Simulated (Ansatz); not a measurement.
**Field gradients of WSe2 from run to run**

Cell of run 1: an entry of the Crystallography Open Database (COD), taken as it stands.

Space group P6_3/mmc (No. 194); a = 3.2900, c = 12.9700 Å, γ = 120.00°.

```
site  Wyckoff  site symmetry       x       y       z
   W       2c           -6m2  0.3333  0.6667  0.2500
  Se       4f            3m.  0.3333  0.6667  0.6210
```

One atom of each set is listed.

Relaxed positions (PBE, cell held):

W (0.3333, 0.6667, 0.2500)
Se (0.3333, 0.6667, 0.6203)

All runs are DFT with Ansatz 0.2.0 (plane waves and PAW, scalar-relativistic unless spin–orbit coupling is named, Γ-centred meshes, Fermi–Dirac smearing where given) in this cell. Start moments of run 1 as typed (μB): 2 on each W, none on the rest.

Run 1: PBE, parallel start moments, atoms as given; 420 eV, 15×15×4 k-points, smearing 0.02 eV.
Run 2: PBE, parallel start moments, atoms relaxed; 420 eV, 15×15×4 k-points, smearing 0.02 eV.
Run 3: r2SCAN, parallel start moments, at the relaxed atoms; 500 eV, 15×15×4 k-points, smearing 0.02 eV.
Run 4: PBE with spin–orbit coupling, parallel start moments, at the relaxed atoms; 420 eV, 15×15×4 k-points, smearing 0.02 eV.
Run 5: LDA, parallel start moments, at the relaxed atoms; 420 eV, 15×15×4 k-points, smearing 0.02 eV.
Run 6: PBEsol, parallel start moments, at the relaxed atoms; 420 eV, 15×15×4 k-points, smearing 0.02 eV.

```
run     W V_zz (η)   Se V_zz (η)
  1  -17.02 (0.00)  -7.65 (0.00)
  2  -16.49 (0.00)  -7.27 (0.00)
  3  -16.46 (0.00)  -7.68 (0.00)
  4  -17.10 (0.00)  -6.93 (0.00)
  5              ?             ?
  6  -16.37 (0.00)  -7.25 (0.00)
```

V_zz in 10²¹ V/m².

Task: Estimate the row of run 5.

Result: W: -16.53 (0.00); Se: -7.12 (0.00). It lies nearest to run 2, from whose tensors on these sites it differs by 0.15 at most (largest principal value of the difference, on Se). Taken one at a time, spin–orbit coupling moves the tensors on these sites by up to 0.61 (largest principal value of the change, on W), the functional (between the two that differ most) by 0.57 (Se), the positions of the atoms (as given or relaxed) by 0.54 (W).

In run 3 the program didn't check the stability of the electronic state in full, so a lower one may lie near. In runs 1, 2, 3, 4, 5, 6 the start moments die out. In runs 3, 5, 6 the atoms aren't at the calculated equilibrium (largest force 0.33, 0.51, 0.29 eV/Å).
